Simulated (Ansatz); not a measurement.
Mg2Te3O8:
```xyz
26
Lattice="6.3200 2.6156 0.0000 -6.3200 2.6156 0.0000 -1.7229 0.0000 11.4883" Properties=species:S:1:pos:R:3 pbc="T T T"
Mg    -3.9927     1.6116     4.0515
Mg     2.2698     3.6195     7.4368
Mg     3.1313     1.6116     1.6927
Mg    -4.8541     3.6195     9.7957
Te    -0.4307     0.8329     2.8721
Te    -1.2921     4.3982     8.6163
Te    -2.4906     4.2462     5.0927
Te     0.7677     0.9849     6.3956
Te     1.6292     4.2462     0.6514
Te    -3.3520     0.9849    10.8369
O      2.1784     2.5710     5.4371
O     -3.9013     2.6601     6.0512
O     -3.0398     2.5710     0.3070
O      1.3170     2.6601    11.1813
O     -2.0725     0.6969     4.1809
O      0.3496     4.5342     7.3075
O      1.2111     0.6969     1.5633
O     -2.9339     4.5342     9.9250
O      5.0497     2.2695     1.6907
O     -6.7726     2.9616     9.7976
O     -5.9111     2.2695     4.0535
O      4.1883     2.9616     7.4349
O     -3.0635     3.3762     3.5322
O      1.3407     1.8549     7.9561
O      2.2021     3.3762     2.2120
O     -3.9250     1.8549     9.2764
```

Relaxed with r²SCAN. Special points in fractions of this cell's reciprocal vectors: Γ (0.000, 0.000, 0.000); C (0.294, 0.294, 0.000); C2 (-0.294, 0.706, 0.000); Y2 (-0.500, 0.500, 0.000); M2 (-0.500, 0.500, 0.500); D (-0.287, 0.713, 0.500); D2 (0.287, 0.287, 0.500); A (0.000, 0.000, 0.500); L2 (0.000, 0.500, 0.500); V2 (0.000, 0.500, 0.000).

Q: List the band energies nearest the valence-band maximum at these points for r²SCAN in the plane-wave PAW code Ansatz.

A: In eV from the valence-band maximum; about four levels below and three above (degenerate sets whole), none deeper than 8.9 eV; points with the same levels are listed once.

| k | below | above |
|---|---|---|
| Γ | -0.41 -0.38 -0.27 -0.08 | 4.31 4.48 4.65 |
| C | -0.51 -0.42 -0.37 -0.07 | 4.12 4.45 4.72 |
| Y2 | -0.65 -0.40 -0.29 -0.15 | 3.93 4.06 4.71 4.72 |
| M2 | -0.40 -0.40 -0.25 -0.25 | 3.98 3.98 4.77 4.77 |
| D | -0.42 -0.42 -0.18 -0.18 | 4.24 4.24 4.93 4.93 |
| A | -0.42 -0.42 -0.25 -0.25 | 4.34 4.34 4.76 4.76 |
| L2 | -0.53 -0.40 -0.36 0.00 | 4.05 4.75 4.83 |
| V2 | -0.48 -0.44 -0.27 -0.14 | 4.17 4.66 4.78 |

Space group C2/c. The workflow started from a Materials Project entry (that database holds measured and hypothetical structures alike); the Crystallography Open Database copy checked does not list it. Its standing as an ambient phase is unchecked. The cell was relaxed with r²SCAN under the symmetry of its start; its stability against distortions is not shown here. Scalar-relativistic: spin–orbit coupling is off unless named, which matters more the heavier the elements.

Potentials: the later of the program's two PAW sets.
